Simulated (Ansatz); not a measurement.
As:
```cif
data_As8
_chemical_formula_sum 'As8'
_space_group_name_H-M_alt 'I4132'
_space_group_IT_number 214
_space_group_name_Hall 'I 4bd 2c 3'
_cell_length_a 6.90331
_cell_length_b 6.90331
_cell_length_c 6.90331
_cell_angle_alpha 90.000
_cell_angle_beta 90.000
_cell_angle_gamma 90.000
loop_
_atom_site_label
_atom_site_type_symbol
_atom_site_symmetry_multiplicity
_atom_site_Wyckoff_symbol
_atom_site_fract_x
_atom_site_fract_y
_atom_site_fract_z
_atom_site_occupancy
As1 As 8 a 0.12500 0.12500 0.12500 1
```
(The calculation used a cell of 4 atoms; values per cell refer to that cell.)

Relaxed with the program Ansatz at the r²SCAN level (PAW). Indices refer to the conventional cell of I4_132, a = 6.903 Å, b = 6.903 Å, c = 6.903 Å, α = 90.00°, β = 90.00°, γ = 90.00°.

Task: Simulate the powder diffraction pattern (Cu Kα, λ = 1.54184 Å; lines above 1 %) up to 2θ = 90°.

Result: Simulated powder pattern, Cu Kα, λ = 1.54184 Å (kinematic, ideal powder, no thermal factors, no anomalous dispersion; the 30 strongest lines at most, above 1 %, up to 2θ = 90°):

| 2θ (°) | d (Å) | I/Imax (%) | hkl |
|---|---|---|---|
| 18.17 | 4.881 | 100 | (110) |
| 31.75 | 2.818 | 49 | (211) |
| 41.36 | 2.183 | 24 | (310) |
| 45.52 | 1.993 | 24 | (222) |
| 49.40 | 1.845 | 28 | (321) |
| 53.06 | 1.726 | 11 | (400) |
| 56.56 | 1.627 | 14 | (411)+(330) |
| 63.17 | 1.472 | 6.7 | (332) |
| 69.42 | 1.354 | 15 | (431)+(510) |
| 75.42 | 1.260 | 7.9 | (521) |
| 78.35 | 1.220 | 7.1 | (440) |
| 81.26 | 1.184 | 6.5 | (530)+(433) |
| 87.01 | 1.120 | 8.3 | (532)+(611) |

The start of the workflow was typed in or built on a structure type; neither database checked (COD, Materials Project) lists it. It is not the phase usual at ambient conditions (space group No. 166). The r²SCAN relaxation kept the symmetry of its start. At this level the phase is mechanically unstable. The volume moved by 53 % from the start of the relaxation.

Potentials: the later of the program's two PAW sets.
